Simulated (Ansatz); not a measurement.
# B (alpha)

Method: LDA, scalar-relativistic; no spin polarisation; PAW, 420 eV, Γ-centred 8×8×8 mesh, 0.05 eV Gaussian smearing; code Ansatz. The datasets are Ansatz's generated set soft_2.

Space group R-3m:H (No. 166). a = 4.841 Å, b = 4.841 Å, c = 12.393 Å, α = 90.00°, β = 90.00°, γ = 120.00°
```
atom  site  symmetry       x       y       z
   B   18h        .m  0.1187  0.8813  0.8917
   B   18h        .m  0.5305  0.4695  0.6910
```

The run used a cell of 12 atoms; the mesh refers to it.

```yaml
Volume: 6.99 Å³/atom
```

Task: Estimate the band gap at this level of theory (LDA).

Result: 1.37 eV.

Within 0.6 eV of the edges the projected states are 99 % B 2p at the top of the valence band and 83 % B 2p at the bottom of the conduction band. 

**What was measured.** “The Effects of Chemical Bonding at Subatomic Resolution: A Case Study on α-Boron”, 2021, pmc:8303496 reports, for a bulk crystal of B at 90 K: lattice constant a 4.9085 ± 0.0002 Å; lattice constant c 12.5697 ± 0.0005 Å.

The results are compared with them further down.

**Against experiment.** A measured lattice constant a of B is 4.9085 Å (90 K; “The Effects of Chemical Bonding at Subatomic Resolution: A Case Study on α-Boron”, 2021, pmc:8303496); the calculated 4.841 Å misses it by -1.4 %. 2 values of this kind are on record (4.9085 to 4.9168 Å); this one was drawn at random, those with a stated uncertainty first. Measured lattice constant c of B: 12.5697 Å (90 K; “The Effects of Chemical Bonding at Subatomic Resolution: A Case Study on α-Boron”, 2021, pmc:8303496). This calculation gives 12.393 Å (-1.4 %). 2 values of this kind are on record (12.5697 to 12.5927 Å); this one was drawn at random, those with a stated uncertainty first. The calculation is for a static lattice, without zero-point motion or thermal expansion.

